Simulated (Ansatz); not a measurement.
### Question
Each is relaxed and computed with plane-wave PAW HSE06 (Ansatz code). Which is the only metal?
A. HfSi, rock salt
B. MgS, rock salt
C. CdO, rock salt
D. LiCl, rock salt

### Answer
A, HfSi, rock salt. HfSi: metal; CdO: gap 0.90 eV (indirect); LiCl: gap 7.78 eV; MgS: gap 3.82 eV (indirect). Constructed cells (a structure type filled with these elements, in neither database checked): HfSi, rock salt. All cells were relaxed under the symmetry of their starts (and spin orders); stability against distortions was not tested throughout. Rows with no word on spin ran without spin polarisation. Spin–orbit coupling is left out wherever it is not named.

Potentials: the later of the program's two PAW sets.
